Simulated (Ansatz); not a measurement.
The relaxed structure here is a generated cell of Ir: the first start was made by a random draw of sites in a space group, and the end was not matched to a known phase here, so it may be hypothetical. Known forms of Ir include space group No. 225.

One stationary structure of Ir. Space group Pm-3m (No. 221). Computed with r2SCAN (plane waves to 500 eV, PAW, scalar-relativistic; Ansatz, a quantum-chemistry and plane-wave program).

```cif
data_Ir3
_chemical_formula_sum 'Ir3'
_space_group_name_H-M_alt 'P 1'
_space_group_IT_number 1
_cell_length_a 3.70470
_cell_length_b 3.70470
_cell_length_c 3.70470
_cell_angle_alpha 90.000
_cell_angle_beta 90.000
_cell_angle_gamma 90.000
loop_
_space_group_symop_operation_xyz
  'x, y, z'
loop_
_atom_site_label
_atom_site_type_symbol
_atom_site_fract_x
_atom_site_fract_y
_atom_site_fract_z
_atom_site_occupancy
Ir1 Ir 0.00000 0.50000 0.50000 1
Ir2 Ir 0.50000 0.00000 0.50000 1
Ir3 Ir 0.50000 0.50000 0.00000 1
```

```json
{
  "volume_per_atom": "16.95 Å³",
  "band_gap": "zero (metallic)",
  "shortest_distances": "Ir–Ir 2.62 Å",
  "k-mesh": "13×13×13"
}
```

Band energies at high-symmetry points (eV from the Fermi level; labels of this space group; no spin-orbit coupling), from −5 eV up to 2.0 eV:

```
point                                                                      energies
-----  ----------------------------------------------------------------------------
Γ                                                       -0.88 -0.88 -0.88 0.68 0.68
X      -4.71 -4.09 -4.09 -3.25 -3.15 -3.15 -2.10 -1.80 -1.76 -0.67 -0.67 -0.53 0.88
M      -4.65 -3.85 -3.58 -3.48 -3.48 -2.97 -2.97 -1.69 -1.69 -1.53 -0.56 -0.46 0.26
R                                -3.48 -3.48 -3.48 -1.35 -1.35 -1.35 0.09 0.09 0.14
```

No spin polarisation in the result.

The run could not lower the symmetry of its start; a shaken copy of this end point relaxes with r2SCAN to R32 (No. 155), 0.07 eV/atom lower.
